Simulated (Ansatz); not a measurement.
## SiSb, a known structure type with other elements, at an estimated volume

```
CELL_PARAMETERS angstrom
-3.94139 0.00000 0.00000
0.00000 -4.62685 0.00000
0.00000 2.31342 5.44083
ATOMIC_POSITIONS crystal
Si 0.75000 0.07000 0.14000
Si 0.25000 0.93000 0.86000
Sb 0.75000 0.36000 0.72000
Sb 0.25000 0.64000 0.28000
```

Method: PBEsol, no spin polarisation; PAW, plane waves to 420 eV, 9×8×8 Γ-centred mesh, gaussian occupations (width 0.0741 eV) (Ansatz 0.2.0), atoms fixed.

- Stress: The pressure is -7.7 GPa (compression positive), so with the atoms held at these fractions the cell would first shrink. The principal stresses -9.0, -7.4, -6.6 GPa differ, so its shape would change too.
- Formation energy: 0.50 eV an atom against the elements' usual phases (free molecules for gases, crystals otherwise, with no correction for O₂ or N₂), so at this geometry it isn't bound against them. Relaxing would lower it.
- Forces: The largest is on Si1 (and as large on other atoms): 0.39 eV/Å, components (0.00, 0.00, 0.39). It makes 128° with the line to a nearest neighbour, Si2 at 2.49 Å.
- Charges: Bader charges in e: Si -0.07, Sb +0.07. In the mean Sb gives up most and Si takes most.
- Electronic structure: It is a metal, with about 2.6 states/eV a cell as the mean within 0.25 eV of the Fermi level, mostly Sb p (67 %) and Si p (18 %).

Origin: a known structure type with other elements, at an estimated volume, so it need not be a known compound.
